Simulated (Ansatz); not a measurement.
The start is a relaxed Ti cell, doubled along one cell vector, shaken by Gaussian noise of σ = 0.08 Å a coordinate. Cell shape, volume and atoms are optimised at zero target pressure with PBEsol (plane waves to 420 eV, PAW, scalar-relativistic; Ansatz, a program for electronic structure). The first steps use a coarse 7×13×7 k-mesh.

Input geometry:
```
Ti
1.0
    5.80104     0.00000     0.00000
   -1.45026     2.51192     0.00000
    0.00000     0.00000     4.59034
Ti
4
Direct
  0.34984   0.35893   0.75886
  0.82178   0.32012   0.70939
  0.14602   0.68333   0.26397
  0.65355   0.69072   0.24783
```

```json
{
 "largest_initial_force": "1.20 eV/Å, on Ti2 (atoms numbered as listed)",
 "Shortest distances (start → end)": "The closest pairs of elements (up to four, under 3.6 Å), start → end: Ti–Ti 2.62 → 2.84 Å",
 "band_gap_at_the_end": "no gap (metallic)",
 "optimiser_moves": "6"
}
```

Final structure:

```cif
data_Ti2
_chemical_formula_sum 'Ti2'
_space_group_name_H-M_alt 'P63/mmc'
_space_group_IT_number 194
_space_group_name_Hall '-P 6c 2c'
_cell_length_a 2.90049
_cell_length_b 2.90049
_cell_length_c 4.59019
_cell_angle_alpha 90.000
_cell_angle_beta 90.000
_cell_angle_gamma 120.000
loop_
_atom_site_label
_atom_site_type_symbol
_atom_site_symmetry_multiplicity
_atom_site_Wyckoff_symbol
_atom_site_fract_x
_atom_site_fract_y
_atom_site_fract_z
_atom_site_occupancy
Ti1 Ti 2 d 0.66667 0.33333 0.25000 1
```

Final values are on a 18×18×10 k-mesh of the relaxed cell. No spin polarisation in the result.
